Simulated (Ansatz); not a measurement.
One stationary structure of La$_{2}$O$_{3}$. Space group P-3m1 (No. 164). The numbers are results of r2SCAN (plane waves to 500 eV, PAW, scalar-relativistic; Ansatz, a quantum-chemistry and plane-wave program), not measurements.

```xyz
5
Lattice="3.9353 0.0000 0.0000 -1.9676 3.4080 0.0000 0.0000 0.0000 6.1255" Properties=species:S:1:pos:R:3 pbc="T T T"
La     0.0000     2.2720     4.5704
La     1.9676     1.1360     1.5551
O      0.0000     0.0000     3.0628
O      1.9676     1.1360     5.2305
O      0.0000     2.2720     0.8950
```

* **Volume per atom**: 16.43 Å³
* **Density**: 6.59 g/cm³
* **Band gap**: 4.23 eV, indirect (valence top at k = (0, -0.5, -0.5), conduction bottom at K) (no spin-orbit coupling)
* **Smallest direct gap**: 4.35 eV at K
* **Shortest distances**: La–O 2.37 Å; O–O 2.89 Å
* **k-mesh**: 10×10×6

Band energies at high-symmetry points (eV from the VBM; labels of this space group; no spin-orbit coupling), from −5 eV up to 5.2 eV:

```tsv
point	energies
Γ	-2.42 -2.42 -2.23 -2.23 -2.12 -1.65 -0.38 -0.38 -0.12 4.75 5.09 5.09
M	-2.22 -2.01 -1.95 -1.27 -0.76 -0.74 -0.68 -0.42 -0.30 4.28
K	-1.61 -1.61 -1.61 -1.31 -1.31 -0.82 -0.82 -0.80 -0.12 4.23
A	-2.75 -2.75 -2.64 -1.93 -1.93 -1.00 -0.77 -0.29 -0.29
L	-2.97 -2.16 -1.53 -1.20 -1.01 -0.96 -0.70 -0.37 0.00 4.89 5.05
H	-2.28 -2.28 -1.71 -1.40 -1.40 -0.56 -0.28 -0.28 -0.24 4.64
```

No spin polarisation in the result.

The run could not lose the symmetry of its start; a randomly shaken copy of 10 atoms returns to this structure.

The first start was generated by placing the elements on the sites of a structure type. Materials Project lists a structure of La2O3 in the same space group, P-3m1 (No. 164); the sites were not compared with it, nor with measured phases.
